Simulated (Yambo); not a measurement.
A G0W0@PBEsol run in Yambo for SiO₂ (α-cristobalite, space group P4_32_12, No. 96) (2×2×2 Γ-centred k mesh, 316 bands and a 8 Ry block in the screening, 316 bands in G with the Bruneval-Gonze terminator, plasmon pole fitted at 27.2 eV) gives these matrix elements, in eV, at the band edges (Γ → Γ):

```
state               E0    <Vxc>     <Σx>  <Σc(E0)>      Z
---------------  -----  -------  -------  --------  -----
valence edge     0.000  -19.866  -25.759     3.652  0.822
conduction edge  5.704  -10.062   -5.787    -3.057  0.878
```

Q: Solve the linearised quasiparticle equation for both states, give the gap, and say how exchange and correlation each act on it.

A: E = E0 + Z(Σx + Σc − Vxc). Valence: 0.000 + 0.822 × (-25.759 + (3.652) − (-19.866)) = -1.84 eV. Conduction: 5.704 + 0.878 × (-5.787 + (-3.057) − (-10.062)) = 6.77 eV. The gap is 8.62 eV, against 5.70 eV in PBEsol. Replacing Vxc by bare exchange alone would open it by 10.17 eV; correlation takes back 6.71 eV of that, and Z scales what is left. Nearest settings tried, and what they do to the gap: 201 bands in G: -1 meV; 201 bands in W, 201 bands in G: +1 meV; 7 Ry block (363 vectors against 451): -49 meV; 2×2×1 mesh: -32 meV. So the settings aren't converged at that level. The k mesh is coarse. 

Geometry of the Materials Project entry, not relaxed at this level; primitive cell a = b = 4.9756 Å, c = 6.9009 Å, α = β = γ = 90.00°.

This is not the ordinary phase of the substance.
